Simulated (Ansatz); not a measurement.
TaS₂ (CdI2 type)

```xyz
3
Lattice="3.3288 0.0000 0.0000 -1.6644 2.8828 0.0000 0.0000 0.0000 5.7855" Properties=species:S:1:pos:R:3 pbc="T T T"
Ta     0.0000     0.0000     0.0000
S      0.0000     1.9219     1.5448
S      1.6644     0.9609     4.2407
```

The slice is a (-1 1 0 2) plane (indices of the conventional cell) through the point (0.667, 0.333, 0.733) (fractional), spanned by u = [110] and v = [1 -1 1] in vectors of this cell: u (3.33 Å) and v (8.17 Å, at 90° to u). It covers one period; positions are fractions (u, v).

Computed with PBE-D3(BJ) (plane waves to 420 eV, PAW, scalar-relativistic; Ansatz, a quantum-chemistry and plane-wave program). k mesh 16×16×8. These are valence fields of a PAW run, semicore shells included where kept as valence: close to a nucleus they are smooth pseudo fields. Spin-orbit coupling is left out, though Ta is heavy. TaS2 is run without spin polarisation. TaS2 was relaxed with its symmetry unable to fall.

Question: Predict the map of the electrostatic potential energy of an electron, from the cell's mean on the slice.

Answer: 
```
v \ u  0.00  0.12  0.25  0.38  0.50  0.62  0.75  0.88
-----  ----  ----  ----  ----  ----  ----  ----  ----
0.90      x     x   6.1   9.3   9.9   9.3   6.1     x
0.75    8.6   9.0   9.8  10.3  10.4  10.3   9.8   9.0
0.60      x     x     x   8.4   9.6   8.4     x     x
0.45   <2.0   2.5   5.9   8.1   8.8   8.1   5.9   2.5
0.30      x     x     x  <2.0   5.5  <2.0     x     x
0.15   <2.0  <2.0   5.3   7.5   8.1   7.5   5.3  <2.0
0.00      x     x     x   6.6   8.4   6.6     x     x
```

Values: electrostatic potential energy of an electron, from the cell's mean, in eV. Points within 1 Å of a nucleus are blanked (x), as the pseudised field means little there. Values under 2 eV are set to 2. The zero, the cell's mean, hangs on the PAW cores.
